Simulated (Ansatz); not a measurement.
Mo$_{5}$Si$_{3}$ (space group I4/mcm)

```
CELL_PARAMETERS angstrom
     -4.80193     4.80193     2.43593
      4.80193    -4.80193     2.43593
      4.80193     4.80193    -2.43593
ATOMIC_POSITIONS crystal
  Si 0.83250 0.66750 0.50000
  Si 0.16750 0.33250 0.50000
  Si 0.66750 0.16750 0.83500
  Si 0.33250 0.83250 0.16500
  Si 0.75000 0.75000 0.00000
  Si 0.25000 0.25000 0.00000
  Mo 0.92339 0.22433 0.14772
  Mo 0.07661 0.77567 0.85228
  Mo 0.22433 0.07661 0.30094
  Mo 0.77567 0.92339 0.69906
  Mo 0.57661 0.72433 0.30094
  Mo 0.42339 0.27567 0.69906
  Mo 0.27567 0.57661 0.85228
  Mo 0.72433 0.42339 0.14772
  Mo 0.25000 0.75000 0.50000
  Mo 0.75000 0.25000 0.50000
```

E(V) scan at fixed shape, V₀ the volume above. The atoms relax within the cell's symmetry.

Level of theory: PBEsol (plane waves to 420 eV, PAW, scalar-relativistic; Ansatz, a program for electronic structure). k mesh 9×9×9 (Γ-centred), Fermi-Dirac smearing 0.05 eV. E stands for the smeared free energy. With the shape held, the modulus is that of even scaling; a crystal free to change shape is softer. Mo5Si3 is run without spin polarisation. Mo5Si3 was relaxed with its symmetry unable to fall. ΔE is measured from the relaxed starting cell. The last digit holds for this mesh only.

```csv
V (Å³/atom),ΔE (meV/atom)
13.200,45.3
13.368,28.4
13.537,15.6
13.705,6.8
13.874,1.7
14.042,0.0
14.211,1.6
14.379,6.2
14.548,13.7
14.716,23.9
14.885,36.6
```

### Question
What is the fitted pressure derivative B₀′?

### Answer
4.3.

### Question
What bulk modulus at fixed cell shape B₀ follows from a third-order Birch-Murnaghan fit?

### Answer
257 GPa.

(A scan under strain: stresses follow from slopes of the energy per volume, elastic moduli from its curvatures.)
